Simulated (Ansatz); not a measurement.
Input and output of a single-point calculation on SnSe2 (CdI2 type) (the PAW code Ansatz, r2SCAN+SOC). The cell was relaxed with r2SCAN+rVV10 and then strained (isotropic -2.0 % on every length), with the atoms relaxed again with r2SCAN+rVV10; k points keep the names of the unstrained zone.

```yaml
crystal:
  lattice:
    - [3.7486463432, 0.0, 0.0]
    - [-1.8743231716, 3.2464229631, 0.0]
    - [0.0, 0.0, 6.1025374831]
  atoms:
    - { symbol: Sn, position: [0.0, 0.0, 0.0] }
    - { symbol: Se, position: [0.3333333333, 0.6666666667, 0.2611725953] }
    - { symbol: Se, position: [0.6666666667, 0.3333333333, 0.7388274047] }
kpoints:
  mp_grid: { grid: [12, 12, 4] }
  band_path:
    path:
      - [0.0, 0.0, 0.0]
      - [0.5, 0.0, 0.0]
      - [0.3333333333, 0.3333333333, 0.0]
      - [0.0, 0.0, 0.5]
      - [0.5, 0.0, 0.5]
      - [0.3333333333, 0.3333333333, 0.5]
      - [0.0, 0.143229, -0.148438]
      - [0.0, 0.450521, 0.351562]
    npoints: 1
hamiltonian:
  xc: r2scan
scf:
  occupations: { method: fermi_dirac, width: 0.02 }
  n_extra_bands: 8
magnetization:
  noncollinear: true
  spin_orbit: true
output:
  forces: true
  stress: true
  eigenvalues: true
```

Some lines of the output have been replaced by numbered gaps.
```
Functional definition: r2SCAN
Crystal: 3 atoms, lattice volume = 74.266 Å³
Basis set: ecut = 500 eV, 1847 PW (Γ)
Bands: 54, of which v1, the nominal top of the filled ones, is band 46 counted from 1 (45 counted from 0)
Symmetry: 12 space group operations + 12 with time reversal
Magnetic group: BNS 164.86 (UNI 1316)
k-points: 69 of 576
Projection manifold: j_resolved (fully-relativistic pseudo-atomic orbitals)
SCF converged after 9 iterations
Magnetization: |M| = 0.0000 μB,  M = (+0.0000, +0.0000, +0.0000) μB
Free energy (F): -16979.309374 eV
[1]
--- Forces (eV/Å), atoms counted from 1 ---
[2]
--- Stress (GPa, compression-positive) ---
[3]
--- Band table (eV; the first three rows and the last of 69) ---
[4]
```

The rows of the band table are 0: (0, 0, 0) = Γ, 1: (0, 0, 1/4), 2: (0, 0, -1/2) = A, 68: (1/3, 1/3, -1/2) = H.

**Question.** Give the withheld lines. They hold the stress, the Fermi energy and the band table, the forces.

**Answer.**
```
[1]
Fermi energy:    8.972622 eV
[2]
  atom   1  Sn      0.00000      0.00000      0.00000
  atom   2  Se      0.00000      0.00000    -0.03326
  atom   3  Se      0.00000      0.00000      0.03326
[3]
        4.576322       0.000000       0.000000
        0.000000       4.576322       0.000000
        0.000000       0.000000       2.394616
  P = ⅓ Tr σ = 3.8491 GPa (38.491 kbar)
[4]
  k-point 0: bands = […, 8.0081, 8.0081, 8.0832, 8.0832, 8.2819, 8.2819, 8.3527, 8.3527, 10.1064, 10.1064, 12.1596, 12.1596, 13.4572, 13.4572, …]
  k-point 1: bands = […, 7.7102, 7.7102, 7.9904, 7.9904, 8.1312, 8.1312, 8.4112, 8.4112, 11.0372, 11.0372, 12.1601, 12.1601, 13.2978, 13.2978, …]
  k-point 2: bands = […, 7.6210, 7.6210, 7.9364, 7.9364, 8.2247, 8.2247, 8.5030, 8.5030, 11.6794, 11.6794, 12.0917, 12.0917, 13.1487, 13.1487, …]
  k-point 68: bands = […, 4.0001, 4.0001, 4.4440, 4.4440, 7.9243, 7.9243, 8.0151, 8.0151, 11.1412, 11.1412, 13.1459, 13.1459, 13.3281, 13.3281, …]
```
The trailing digits, and the zero of the energies, depend on the potentials and thresholds.

With r2SCAN+SOC the valence top lies at k = (0, 0.143, -0.148) and the conduction bottom at k = (0, 0.451, 0.352), 0.78 eV higher; the smallest vertical gap, at k = (0, 0.451, 0.352), is 1.51 eV. With the atoms held, the mean pressure is +3.85 GPa (compression positive). The largest force is 0.03 eV/Å.

It took 29 s on 1 × NVIDIA H100 80GB HBM3 with 2 threads of AMD EPYC 7R13 Processor (Zen 3), with other jobs on the host; peak host memory 1.3 GiB.

No magnetic order and no zero-point or thermal motion.
